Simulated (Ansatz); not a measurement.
SnPd₃:
```yaml
crystal:
  lattice:
    - [3.97381, 0.00000, 0.00000]
    - [0.00000, 3.97381, 0.00000]
    - [0.00000, 0.00000, 3.97381]
  atoms:
    - { symbol: Pd, position: [0.50000, 0.50000, 0.00000] }
    - { symbol: Pd, position: [0.00000, 0.50000, 0.50000] }
    - { symbol: Pd, position: [0.50000, 0.00000, 0.50000] }
    - { symbol: Sn, position: [0.00000, 0.00000, 0.00000] }
```

Relaxed with PBEsol.

Task: Map the electron localisation function on the plane through (0.500, 0.500, 0.000) spanned by u = [1, 1, 0] and v = [1, 0, 1] in lattice vectors, from PBEsol in the plane-wave PAW code Ansatz.

Result: x is the fraction of u, y of v (the angle between them is 60°; rows are the nearest grid lines); atoms in the plane: Pd at (0.00, 0.00), Pd at (0.00, 0.50), Pd at (0.50, 0.50), Sn at (0.50, 0.00).
```
|=+%@%+=+=+=:     :=+=+=+%@%+=|
|++%@@*==+=+=.    .=+=+==*@@%+|
|%%%@@#==++=+-.   .-+=++==#@@%|
|%@@@%*=-=+++=+==-==+=+++=-=*%|
|=****=--==+++=++++++=+++==--=|
|--===----===++===+===++===---|
|------------==++++++++==-----|
|=---==---=*##*+===++===+*##*=|
|%*=--=--=*%@@@%*=-===-=*%@@@%|
|@@*=----=*@@@@@@#=-==-=#@@@@@|
|%@@*=---=*@@%%%@@#=---=#@@%%%|
|+%@@*----*@@%++%@@*----*@@%++|
|++%@@*----*@@%++%@@*----*@@%+|
|%%%@@#=---=#@@%%%@@*=---=*@@%|
|@@@@@#=-==-=#@@@@@@*=----=*@@|
|%@@@%*=-===-=*%@@@%*=--=--=*%|
|=*##*+===++===+*##*=---==---=|
|-----==++++++++==------------|
|---===++===+===++===----===--|
|=--==+++=++++++=+++==--=****=|
|%*=-=+++=+==-==+=+++=-=*%@@@%|
|%@@#==++=+-.   .-+=++==#@@%%%|
|+%@@*==+=+=.    .=+=+==*@@%++|
|=+%@%+=+=+=:     :=+=+=+%@%+=|
```
Scale: ten equal steps from 0.001 (start of ' ') to 0.542 (end of '@'), in the order ' .:-=+*#%@'; x runs from 0.000 to 1.00, y from 0.000 (bottom) to 1.00 (top).

The density is the valence pseudo-density with augmentation charge, so density and ELF within about 1 Å of a nucleus are not all-electron values.

Space group Pm-3m (Cu3Au type). The workflow started from an entry of the Crystallography Open Database (COD), which files this formula under 2 space groups. Its standing as an ambient phase is unchecked. The cell was relaxed with PBEsol under the symmetry of its start; whether a distortion lowers the energy is not shown. No spin polarisation was allowed. Spin–orbit coupling is left out wherever it is not named.

Potentials: the later of the program's two PAW sets.
